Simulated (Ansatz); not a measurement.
According to PBE+D3(BJ) (plane waves, PAW; program Ansatz), WC2 in the hexagonal phase (P6_3/mmc; W on 2c, C on 4f) relaxes to a = 3.254 Å, c = 9.105 Å. Its formation energy from the elements is 1.40 eV/atom, with no fitted shifts.

Electronic character: metallic (no gap). Gap from PBE+D3(BJ) with spin–orbit coupling: none (metallic).

An equation-of-state fit gives a bulk modulus of 29.0 GPa.

The start of the workflow was typed in or built on a structure type; neither database checked (COD, Materials Project) lists it. Its standing as an ambient phase is unchecked. The cell was relaxed with PBE+D3(BJ) under the symmetry of its start; its stability against distortions is not shown here. The run is not spin-polarised. Its formation energy is positive at this level, so the cell may be metastable or incomplete. The references are the lowest solids computed at this level, not always the standard phases. Scalar-relativistic: spin–orbit coupling is off unless named, which matters more the heavier the elements.

Potentials: the earlier of the program's two PAW sets.
